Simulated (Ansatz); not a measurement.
The start is a generated cell, TiAu built in the AFLOW prototype AB_oP8_57_d_d (as in TlF). A full variable-cell relaxation at zero pressure is run with PBEsol (plane waves to 420 eV, PAW, scalar-relativistic; Ansatz, a program for electronic structure). The first steps use a coarse 6×7×7 k-mesh.

Starting cell:
```yaml
crystal:
  lattice:
    - [5.60688, 0.00000, 0.00000]
    - [0.00000, 5.04858, 0.00000]
    - [0.00000, 0.00000, 4.76748]
  atoms:
    - { symbol: Ti, position: [0.25500, 0.50960, 0.25000] }
    - { symbol: Ti, position: [0.25500, 0.99040, 0.75000] }
    - { symbol: Ti, position: [0.74500, 0.00960, 0.25000] }
    - { symbol: Ti, position: [0.74500, 0.49040, 0.75000] }
    - { symbol: Au, position: [0.85930, 0.56280, 0.25000] }
    - { symbol: Au, position: [0.85930, 0.93720, 0.75000] }
    - { symbol: Au, position: [0.14070, 0.06280, 0.25000] }
    - { symbol: Au, position: [0.14070, 0.43720, 0.75000] }
```

**Question.** What pressure does the first self-consistent step give?

**Answer.** +38.7 GPa (positive: the cell is compressed).

**Question.** What is the largest force in the starting geometry, and on which atom (counted from 1)?

**Answer.** 7.56 eV/Å, on Ti1, Ti2, Ti3, Ti4 (atoms numbered as listed).

**Question.** What symmetry does the relaxed structure have?

**Answer.** The space group goes from Pbcm (No. 57) to P4/nmm (No. 129); the end is AFLOW prototype AB_tP4_129_c_c (B11, as in TiCu), with 4 atoms in the primitive cell.

**Question.** How does the volume per atom move from start to end?

**Answer.** -2.6 %, from 16.87 to 16.43 Å³/atom.

**Question.** How do the shortest distances between atoms change?

**Answer.** The closest pairs of elements (up to four, under 3.6 Å), start → end: Au–Ti 2.23 → 2.70 Å; Ti–Ti 3.40 → 2.85 Å; Au–Au 2.93 → 2.87 Å.

**Question.** What band gap does the relaxed structure have at this level?

**Answer.** Zero (metallic).

**Question.** Write out the relaxed structure.

**Answer.** 
Space group P4/nmm, origin choice 1 (No. 129); a = b = 3.3065 Å, c = 6.0103 Å, α = β = γ = 90.00°

```csv
atom,site,symmetry,x,y,z
Ti,2c,4mm,0.5000,0.0000,0.3645
Au,2c,4mm,0.0000,0.5000,0.1389
```

Final values are on a 14×14×8 k-mesh of the relaxed cell. No spin polarisation in the result.

The run could not lose the symmetry of its start; a randomly shaken copy of 8 atoms returns to this structure.

The first start was generated by placing the elements on the sites of a structure type. Materials Project lists a structure of TiAu in the same space group, P4/nmm (No. 129); the sites were not compared with it, nor with measured phases.
